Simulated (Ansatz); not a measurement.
Geometry optimisation in Ansatz: input, command and trajectory.

```yaml
crystal:
  lattice:
    - [2.816537482, 0.0, 0.0]
    - [0.0, 2.816537482, 0.0]
    - [0.0, 0.0, 3.6916759139]
  atoms:
    - { symbol: Li, position: [0.5, 0.5, 0.5] }
    - { symbol: Nb, position: [0.0, 0.0, 0.0] }
basis:
  ecutwfc: 420
kpoints:
  mp_grid: { grid: [6, 6, 6] }
hamiltonian:
  xc: pbe
scf:
  occupations: { method: gaussian, width: 0.1 }
  lower_state_search: "off"
output:
  forces: true
  stress: true
  eigenvalues: true
relax:
  adjacent_minimum: "off"
  f_tol: 0.04
  max_steps: 70
  cell: { stress_tol: 0.4 }
```

```bash
ansatz run input.yaml --threads 1 --pin off --max-ram 2560MiB --backend cpu --events-out ev --progress --plain --runs-dir out
```

Theory: DFT PBE, scalar-relativistic, plane waves, PAW in Ansatz.

Of 13 frames 9 are shown, positions in Å and forces in eV/Å; the SCF threshold varies from step to step. Steps run on the plane waves of an earlier cell, with a Pulay correction in the pressure. The basis is chosen afresh for the last frame, the zero of the energies, and at times for earlier ones too; energy and pressure step there, also at an unchanged geometry. Here that happened at step 9 (-17 meV/atom, 1.3 GPa); the frames before carry an error of that size.

```xyz
2
Lattice="2.8165 0.0000 0.0000 0.0000 2.8165 0.0000 0.0000 0.0000 3.6917" Properties=species:S:1:pos:R:3:forces:R:3 pbc="T T T" step=1 free_energy_over_end_meV_per_atom=129.96 pressure_GPa=5.32
Li    1.4083    1.4083    1.8458    0.0000    0.0000    0.0000
Nb    0.0000    0.0000    0.0000    0.0000    0.0000    0.0000
2
Lattice="2.8359 0.0000 0.0000 0.0000 2.8359 0.0000 0.0000 0.0000 3.8737" Properties=species:S:1:pos:R:3:forces:R:3 pbc="T T T" step=2 free_energy_over_end_meV_per_atom=94.28 pressure_GPa=0.20
Li    1.4180    1.4180    1.9368    0.0000    0.0000    0.0000
Nb    0.0000    0.0000    0.0000    0.0000    0.0000    0.0000
2
Lattice="2.7522 0.0000 0.0000 0.0000 2.7522 0.0000 0.0000 0.0000 4.2329" Properties=species:S:1:pos:R:3:forces:R:3 pbc="T T T" step=4 free_energy_over_end_meV_per_atom=51.81 pressure_GPa=0.59
Li    1.3761    1.3761    2.1165    0.0000    0.0000    0.0000
Nb    0.0000    0.0000    0.0000    0.0000    0.0000    0.0000
2
Lattice="2.7255 0.0000 0.0000 0.0000 2.7255 0.0000 0.0000 0.0000 4.3860" Properties=species:S:1:pos:R:3:forces:R:3 pbc="T T T" step=5 free_energy_over_end_meV_per_atom=44.69 pressure_GPa=0.45
Li    1.3627    1.3627    2.1930    0.0000    0.0000    0.0000
Nb    0.0000    0.0000    0.0000    0.0000    0.0000    0.0000
2
Lattice="2.6926 0.0000 0.0000 0.0000 2.6926 0.0000 0.0000 0.0000 4.5660" Properties=species:S:1:pos:R:3:forces:R:3 pbc="T T T" step=6 free_energy_over_end_meV_per_atom=35.41 pressure_GPa=0.50
Li    1.3463    1.3463    2.2830    0.0000    0.0000    0.0000
Nb    0.0000    0.0000    0.0000    0.0000    0.0000    0.0000
2
Lattice="2.6544 0.0000 0.0000 0.0000 2.6544 0.0000 0.0000 0.0000 4.8054" Properties=species:S:1:pos:R:3:forces:R:3 pbc="T T T" step=8 free_energy_over_end_meV_per_atom=27.69 pressure_GPa=0.11
Li    1.3272    1.3272    2.4027    0.0000    0.0000    0.0000
Nb    0.0000    0.0000    0.0000    0.0000    0.0000    0.0000
2
Lattice="2.6544 0.0000 0.0000 0.0000 2.6544 0.0000 0.0000 0.0000 4.8054" Properties=species:S:1:pos:R:3:forces:R:3 pbc="T T T" step=9 free_energy_over_end_meV_per_atom=10.26 pressure_GPa=1.38
Li    1.3272    1.3272    2.4027    0.0000    0.0000    0.0000
Nb    0.0000    0.0000    0.0000    0.0000    0.0000    0.0000
2
Lattice="2.6474 0.0000 0.0000 0.0000 2.6474 0.0000 0.0000 0.0000 4.9871" Properties=species:S:1:pos:R:3:forces:R:3 pbc="T T T" step=10 free_energy_over_end_meV_per_atom=1.39 pressure_GPa=0.29
Li    1.3237    1.3237    2.4936    0.0000    0.0000    0.0000
Nb    0.0000    0.0000    0.0000    0.0000    0.0000    0.0000
2
Lattice="2.6418 0.0000 0.0000 0.0000 2.6418 0.0000 0.0000 0.0000 5.0789" Properties=species:S:1:pos:R:3:forces:R:3 pbc="T T T" step=13 free_energy_over_end_meV_per_atom=0.00 pressure_GPa=-0.05
Li    1.3209    1.3209    2.5394    0.0000    0.0000    0.0000
Nb    0.0000    0.0000    0.0000    0.0000    0.0000    0.0000
```

The start puts this composition into another compound's structure type, which needn't suit it. At the end the space group is P4/mmm (tolerance 0.05 Å).

The run took 26 s on 1 thread of Intel(R) Xeon(R) Platinum 8259CL CPU @ 2.50GHz (Skylake/Cascade Lake) (shared host), peak memory 0.37 GiB.

The k mesh is coarse.